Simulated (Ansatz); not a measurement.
Cd2SeS:
```xyz
4
Lattice="4.1574 0.0000 0.0000 -2.0787 3.6004 0.0000 0.0000 0.0000 6.7970" Properties=species:S:1:pos:R:3 pbc="T T T"
Cd     0.0000     0.0000     3.3209
Cd     0.0000     2.4003     0.0719
Se     0.0000     2.4003     4.2628
S      0.0000     0.0000     0.8271
```

x, y and z are the axes in which the lattice vectors are written.

Problem. Give the high-frequency dielectric tensor and the Born effective charge tensors of the independent atoms from DFPT, LDA (plane waves, PAW; program Ansatz).

Solution. 
ε∞:
```
7.32  0.00  0.00
0.00  7.32  0.00
0.00  0.00  7.27
```
Z* of atom 1 (Cd), rows: field, columns: displacement, in e:
```
2.09  0.00  0.00
0.00  2.09  0.00
0.00  0.00  2.15
```
Z* of atom 2 (Cd), rows: field, columns: displacement, in e:
```
2.09  0.00  0.00
0.00  2.09  0.00
0.00  0.00  2.27
```
Z* of atom 3 (Se), rows: field, columns: displacement, in e:
```
-2.00   0.00   0.00
 0.00  -2.00   0.00
 0.00   0.00  -2.10
```
Z* of atom 4 (S), rows: field, columns: displacement, in e:
```
-2.18   0.00   0.00
 0.00  -2.18   0.00
 0.00   0.00  -2.32
```

Space group P3m1. The first step of the workflow began from a Materials Project structure, measured or hypothetical; the Crystallography Open Database copy checked does not list it. Its standing as an ambient phase is unchecked. The LDA relaxation kept the symmetry of its start; whether a distortion lowers the energy is not shown. Scalar-relativistic: spin–orbit coupling is off unless named, which matters more the heavier the elements.

Potentials: the later of the program's two PAW sets.
